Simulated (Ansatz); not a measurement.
CsSnI3:
```cif
data_Cs4I12Sn4
_chemical_formula_sum 'Cs4 Sn4 I12'
_space_group_name_H-M_alt 'Pnma'
_space_group_IT_number 62
_space_group_name_Hall '-P 2ac 2n'
_cell_length_a 8.77774
_cell_length_b 12.23789
_cell_length_c 8.38017
_cell_angle_alpha 90.000
_cell_angle_beta 90.000
_cell_angle_gamma 90.000
loop_
_atom_site_label
_atom_site_type_symbol
_atom_site_symmetry_multiplicity
_atom_site_Wyckoff_symbol
_atom_site_fract_x
_atom_site_fract_y
_atom_site_fract_z
_atom_site_occupancy
Cs1 Cs 4 c 0.06792 0.75000 0.47623 1
Sn1 Sn 4 a 0.00000 0.00000 0.00000 1
I1 I 4 c 0.00213 0.25000 0.06309 1
I2 I 8 d 0.20301 0.03192 0.69916 1
```

Relaxed with PBEsol. The program Ansatz at the PBEsol level (PAW) gives a gap of 0.55 eV.

Question: What gap does HSE06 give on the same cell (Ansatz, PAW)?

Answer: 0.97 eV, 0.41 eV more. The hybrid was solved on a coarser mesh and at special points; its gap is the smallest among all of these.

Cost on shared cores: the PBEsol run (SCF on a 3×3×4 mesh, then bands and DOS) around 60 core-minutes (rough), the HSE06 run (SCF on 2×2×2, then a few points) about 50 core-minutes (a rough figure); the tasks are unlike.

The PBEsol relaxation kept the symmetry of its start. Spin–orbit coupling is left out wherever it is not named.

Potentials: the later of the program's two PAW sets.
